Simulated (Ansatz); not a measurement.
Consider a crystal of Ca2Ge3N in space group P4/mmm (No. 123), with Ca on 2e; Ge on 1c and 2f; N on 1d.

All numbers below come from DFT PBE, scalar-relativistic, plane waves, PAW (Ansatz 0.2.0). Cutoff 420 eV, Γ-centred mesh, Gaussian smearing, no spin polarisation.

Energies over the elements count from the elements' standard structures at the same level (N₂ as a molecule), with no fitted energy shifts.

Task: Give the relaxed lattice parameters and positions.

Result:

Space group P4/mmm (No. 123). a = 4.966 Å, b = 4.966 Å, c = 6.032 Å, α = 90.00°, β = 90.00°, γ = 90.00°
```csv
atom,site,symmetry,x,y,z
Ca,2e,mmm.,0.0000,0.5000,0.5000
Ge,1c,4/mmm,0.5000,0.5000,0.0000
Ge,2f,mmm.,0.0000,0.5000,0.0000
N,1d,4/mmm,0.5000,0.5000,0.5000
```

Around Ca lie 2 N at 2.48 Å and 2 Ge at 3.02 Å; Ge on a site of symmetry 4/mmm is surrounded by 4 Ge at 2.48 Å and 2 N at 3.02 Å; Ge on a site of symmetry mmm is surrounded by 2 Ge at 2.48 Å and 2 Ca at 3.02 Å; around N lie 4 Ca at 2.48 Å and 2 Ge at 3.02 Å. Another local minimum with the same sites may exist.

Task: And its energy and gap?

Result: The formation energy is +0.25 eV/atom. The gap on the 8×8×6 mesh of the 6-atom cell is 0 eV (a metal). A positive value: parting into the elements would lower its energy.

The last run used Gaussian smearing of 0.10 eV. The cell is a metal run without spin; a magnetic state may lie lower. Symmetry constrained the relaxation, so the result can be a saddle point. Another cell of Ca2Ge3N relaxed alike, in P-3m1, lies 0.60 eV/atom lower, so this cell isn't the stable form at this level.
